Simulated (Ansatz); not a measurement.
Theory: DFT PBE, scalar-relativistic, plane waves, PAW in Ansatz 0.2.0. Settings: cutoff 420 eV, Γ-centred meshes spaced at most about 0.3 Å⁻¹, and about 0.25 Å⁻¹ or finer for metals (2π included), Gaussian smearing. Collinear spin in cells that started with moments and kept them past the coarse steps, no spin elsewhere.

All energies are static (0 K, no zero-point motion). All come from trial cells, and lower structures may exist.

Question: Which of these relaxed structures of K2BRu2 is the lowest in energy?
1. Space group P4mm (No. 99), tetragonal, a = 4.106 Å, c = 6.076 Å. K has 4 K at 2.90 Å, 2 Ru at 3.04 Å, 2 B at 3.27 Å, 2 B at 4.08 Å and 4 K at 4.11 Å; B is surrounded by 4 Ru at 2.11 Å, 4 K at 3.27 Å and 4 K at 4.08 Å; Ru is surrounded by 2 B at 2.11 Å, 4 Ru at 2.90 Å and 2 K at 3.04 Å.
2. Space group P-6m2 (No. 187), hexagonal, a = 3.022 Å, c = 12.566 Å. K is surrounded by 6 K at 3.02 Å, 3 Ru at 3.33 Å, 1 B at 4.18 Å and 1 K at 4.20 Å; B has 6 Ru at 2.21 Å; around Ru lie 3 B at 2.21 Å, 1 Ru at 2.70 Å, 6 Ru at 3.02 Å and 3 K at 3.33 Å.
3. Space group R-3m (No. 166), trigonal, a = 4.103 Å, c = 30.352 Å. Around K lie 1 B at 2.87 Å, 6 Ru at 3.72 Å and 6 K at 4.10 Å; B is surrounded by 6 Ru at 2.37 Å and 2 K at 2.87 Å; Ru is surrounded by 3 B at 2.37 Å, 3 Ru at 2.37 Å and 6 K at 3.72 Å.

Answer: 3. It has space group R-3m (No. 166); the next, 2, with space group P-6m2 (No. 187), lies 0.40 eV/atom higher. Largest moments: 3 no spin, 2 0.6 μB, 1 0.6 μB. Counting K or Ru atoms around B (for each partner element, those within 1.25 times its shortest distance or 1.15 times the sum of covalent radii, where it is the nearest in units of that sum or under 1.3), the lowest has B 8 and the next has B 6. Even the lowest lies +0.39 eV/atom against the elements.

Another magnetic order may lie lower. Cells relaxed within their symmetry can be saddle points. Some candidate types were left out of the draw beforehand, so a known form may be missing.
